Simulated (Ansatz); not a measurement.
La₂NCl₃:
```yaml
crystal:
  lattice:
    - [-3.47331, 6.91502, 3.08520]
    - [3.47331, -6.91502, 3.08520]
    - [3.47331, 6.91502, -3.08520]
  atoms:
    - { symbol: La, position: [0.59372, 0.32302, 0.91674] }
    - { symbol: La, position: [0.40628, 0.67698, 0.08326] }
    - { symbol: La, position: [0.90628, 0.82302, 0.72930] }
    - { symbol: La, position: [0.09372, 0.17698, 0.27070] }
    - { symbol: N, position: [0.25000, 0.25000, 0.00000] }
    - { symbol: N, position: [0.75000, 0.75000, 0.00000] }
    - { symbol: Cl, position: [0.25000, 0.75000, 0.50000] }
    - { symbol: Cl, position: [0.75000, 0.25000, 0.50000] }
    - { symbol: Cl, position: [0.80307, 0.18854, 0.99161] }
    - { symbol: Cl, position: [0.19693, 0.81146, 0.00839] }
    - { symbol: Cl, position: [0.69693, 0.68854, 0.38547] }
    - { symbol: Cl, position: [0.30307, 0.31146, 0.61453] }
```

Relaxed with r²SCAN.

### Question
Give the Bader charges and basin volumes of the independent atoms, r²SCAN in the plane-wave PAW code Ansatz.

### Answer


| atom | Bader charge (e) | Bader volume (Å³) |
|---|---|---|
| La1 | +2.00 | 21.2 |
| N5 | -1.66 | 15.3 |
| Cl7 | -0.77 | 27.9 |
| Cl9 | -0.79 | 31.3 |

Space group Ibam. The first step of the workflow began from a Materials Project structure, measured or hypothetical; the Crystallography Open Database copy checked does not list it. Whether it is the stable phase at ambient conditions was not checked. The cell was relaxed with r²SCAN under the symmetry of its start; whether a distortion lowers the energy is not shown. Spin–orbit coupling is left out wherever it is not named.

Potentials: the later of the program's two PAW sets.
